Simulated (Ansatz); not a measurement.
## rocksalt-structured YbB

Method: r²SCAN, scalar-relativistic; no spin polarisation; PAW, 500 eV, 12×12×12 k-mesh, Gaussian smearing of 0.05 eV; code Ansatz. The datasets are Ansatz's generated set soft_2.

```cif
data_structure
_symmetry_space_group_name_H-M 'Fm-3m'
_symmetry_Int_Tables_number 225
_cell_length_a 5.2552
_cell_length_b 5.2552
_cell_length_c 5.2552
_cell_angle_alpha 90.000
_cell_angle_beta 90.000
_cell_angle_gamma 90.000
_cell_volume 145.14
loop_
_atom_site_label
_atom_site_type_symbol
_atom_site_symmetry_multiplicity
_atom_site_Wyckoff_symbol
_atom_site_fract_x
_atom_site_fract_y
_atom_site_fract_z
_atom_site_occupancy
Yb1 Yb 4 b 0.50000 0.00000 0.00000 1
B1 B 4 a 0.00000 0.00000 0.00000 1
```

The start was a prototype's sites filled with these elements, not a measured cell.

The cell above was scaled in volume, its shape and atoms being fixed by the lattice's symmetry. Energies are counted from the cell above.

The cell is relaxed to zero pressure at this level.

```csv
V (Å³/atom),ΔE (meV/atom),P from the stress (GPa)
17.416,6.79,3.18
17.779,1.56,1.48
18.142,0.00,-0.06
18.505,1.75,-1.44
18.868,6.47,-2.69
19.412,18.51,-4.32
```

**Question.** Do the energies and the pressures agree? Compare −ΔE/ΔV between neighbouring points (1 meV/Å³ = 0.1602 GPa) with the mean of their pressures.

**Answer.** 
```tsv
interval (Å³/atom)	−ΔE/ΔV (GPa)	mean P (GPa)
17.42 to 17.78	2.3	2.3
17.78 to 18.14	0.7	0.7
18.14 to 18.51	-0.8	-0.7
18.51 to 18.87	-2.1	-2.1
18.87 to 19.41	-3.5	-3.5
```
They differ by 0.04 GPa at most.

**Question.** What do the two routes give for V0, B0 and B0′?

**Answer.** A third-order Birch–Murnaghan fit of the energies: V0 = 18.13 Å³/atom, B0 = 73 GPa, B0′ = 4.2. A polynomial of P in ln V, with B = −dP/d ln V at P = 0: V0 = 18.13 Å³/atom, B0 = 73 GPa, B0′ = 4.2.

B0·V0 = 73.2 GPa × 18.13 Å³ = 8.28 eV/atom sets the scale: near the minimum ΔE ≈ ½ B0 V0 x², with x = V/V0 − 1, and a pressure of 0.7 GPa squeezes the volume by about 1 %. At the ends of the curve: x = −3.9 % predicts 6.3 meV/atom and the run gives 6.8; x = +7.1 % predicts 20.9 meV/atom and the run gives 18.5. Compression costs more and expansion less than the parabola says, since the crystal stiffens as it shrinks; B0′ measures that.

Without a U the 4f levels of Yb lie too near the Fermi level, so their share of the states there, and what hangs on it, is overstated. No spin–orbit coupling, a notable omission for heavy elements. Spin polarisation wasn't allowed in this run, so with an open shell this may not be the ground state. The run is a metal.
